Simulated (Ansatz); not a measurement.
Rough cost of magnetic runs on MnSe (P4/nmm) in Ansatz 0.2.0, 2 threads of Intel(R) Xeon(R) 6975P-C (Granite Rapids), on a shared host.

```yaml
crystal:
  lattice:
    - [3.61329, 0.00000, 0.00000]
    - [0.00000, 3.61329, 0.00000]
    - [0.00000, 0.00000, 6.24636]
  atoms:
    - { symbol: Mn, position: [0.00000, 0.00000, 0.00000] }
    - { symbol: Mn, position: [0.50000, 0.50000, 0.00000] }
    - { symbol: Se, position: [0.50000, 0.00000, 0.75032] }
    - { symbol: Se, position: [0.00000, 0.50000, 0.24968] }
```

| run | functional, mesh | k points solved | bands | iterations | wall time (s) | peak memory (GiB) |
| --- | --- | --- | --- | --- | --- | --- |
| PAW: second moment reversed; no U | LDA, 8×8×5 | 45 | 42 | 18 | 14 | 0.56 |
| PAW: U = 6 eV on Mn d, standard search for lower states | LDA, 8×8×5 | 45 | 42 | 97 | 57 | 0.98 |
| PAW: U = 6 eV on Mn d | LDA, 8×8×5 | 45 | 42 | 78 | 42 | 0.97 |
| PAW: second moment reversed; U = 6 eV on Mn d, standard search for lower states | LDA, 8×8×5 | 45 | 42 | 13 | 12 | 0.6 |
| PAW: U = 8 eV on Mn d | LDA, 8×8×5 | 45 | 42 | 18 | 9.1 | 0.66 |
| LAPW: U = 3 eV on Mn d | LDA, 8×8×5 | 45 | 52 | 13 | 38 | 1 |
| LAPW: U = 8 eV on Mn d | LDA, 8×8×5 | 45 | 52 | 15 | 43 | 1 |
| PAW: second moment reversed; U = 6 eV on Mn d | LDA, 8×8×5 | 45 | 42 | 13 | 12 | 0.58 |
| LAPW: second moment reversed; U = 8 eV on Mn d | LDA, 8×8×5 | 45 | 52 | 12 | 62 | 1 |

Roughly how much dearer is an iteration by LAPW than by PAW among the runs with the first row's mesh and spin treatment (collinear)?

About 4 times (medians of wall time over iterations; times from a shared host are rough).

Runs with the default search for lower states can spend part of their time in further cycles.

The PAW files were made with PBE; the program remakes their cores once for the run's functional and then keeps them frozen. The program warned that a lower magnetic state may exist. The state reached may lie above the lowest one, so it isn't offered as the ground state.
